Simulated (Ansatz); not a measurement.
BaTe:
```yaml
crystal:
  lattice:
    - [0.00000, 3.53167, 3.53167]
    - [3.53167, 0.00000, 3.53167]
    - [3.53167, 3.53167, 0.00000]
  atoms:
    - { symbol: Ba, position: [0.00000, 0.00000, 0.00000] }
    - { symbol: Te, position: [0.50000, 0.50000, 0.50000] }
```

Tensor components refer to the Cartesian frame of this cell.

**Question.** Give the high-frequency dielectric tensor and the Born effective charge tensors of the independent atoms from DFPT, r²SCAN in the plane-wave PAW code Ansatz.

**Answer.** 
ε∞:
```
5.31  0.00  0.00
0.00  5.31  0.00
0.00  0.00  5.31
```
Z* of atom 1 (Ba), rows: field, columns: displacement, in e:
```
2.53  0.00  0.00
0.00  2.53  0.00
0.00  0.00  2.53
```
Z* of atom 2 (Te), rows: field, columns: displacement, in e:
```
-2.53   0.00   0.00
 0.00  -2.53   0.00
 0.00   0.00  -2.53
```

Static charges for comparison (Bader): Ba1 +1.43, Te2 -1.43 e. Born charges measure polarisation by displacement and can exceed these by far.

Space group Fm-3m (rock salt). The cell was relaxed with r²SCAN under the symmetry of its start; of distortions, only those at the zone centre were tested. Scalar-relativistic: spin–orbit coupling is off unless named, which matters more the heavier the elements.

Potentials: the later of the program's two PAW sets.
